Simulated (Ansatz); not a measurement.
WS2:
```
CELL_PARAMETERS angstrom
      6.51496     1.59302     0.00000
     -6.51496     1.59302     0.00000
     -2.17402     0.00000     5.24509
ATOMIC_POSITIONS crystal
  S  0.85827 0.14173 0.17583
  S  0.39304 0.60696 0.70905
  S  0.60696 0.39304 0.29095
  S  0.14173 0.85827 0.82417
  W  0.24374 0.75626 0.29530
  W  0.75626 0.24374 0.70470
```

Relaxed with PBEsol. Special points in fractions of this cell's reciprocal vectors: Γ (0.000, 0.000, 0.000); C (0.268, 0.268, 0.000); C2 (-0.268, 0.732, 0.000); Y2 (-0.500, 0.500, 0.000); M2 (-0.500, 0.500, 0.500); D (-0.252, 0.748, 0.500); D2 (0.252, 0.252, 0.500); A (0.000, 0.000, 0.500); L2 (0.000, 0.500, 0.500); V2 (0.000, 0.500, 0.000).

List the band energies nearest the Fermi level at these points for DFT-PBEsol in the program Ansatz with PAW potentials.

In eV from the Fermi level; about four levels below and three above (degenerate sets whole), none deeper than 8.9 eV; points with the same levels are listed once.

```json
[
 {"k": "Γ", "below": "-1.11 -0.85 -0.44 -0.14", "above": "0.16 0.92 2.31"},
 {"k": "C", "below": "-2.54 -1.92 -1.55 -1.13", "above": "2.44 2.50 2.54"},
 {"k": "Y2", "below": "-1.50 -1.36 -0.41 -0.16", "above": "0.00 0.18 0.95"},
 {"k": "M2", "below": "-1.76 -1.13 -1.10 -0.24", "above": "0.08 0.29 2.56"},
 {"k": "D", "below": "-2.27 -2.24 -1.15 -0.85", "above": "2.29 2.33 3.13"},
 {"k": "A", "below": "-1.43 -1.13 -1.03 -0.54", "above": "0.16 0.43 2.46"},
 {"k": "L2", "below": "-2.42 -2.02 -1.21 -0.84", "above": "2.27 2.32 3.06"},
 {"k": "V2", "below": "-2.28 -2.17 -1.49 -1.18", "above": "2.42 2.45 2.60"}
]
```

Space group C2/m. The start of the workflow was typed in or built on a structure type; neither database checked (COD, Materials Project) lists it. It is not the phase usual at ambient conditions (space group No. 194). Symmetry was held in the PBEsol relaxation; whether a distortion lowers the energy is not shown. The workflow began spin-polarised and lost its moments. A crystal of weakly bound layers computed without a dispersion correction: the cell and the soft elastic constants depend strongly on that. Spin–orbit coupling is left out wherever it is not named.

Potentials: the later of the program's two PAW sets.
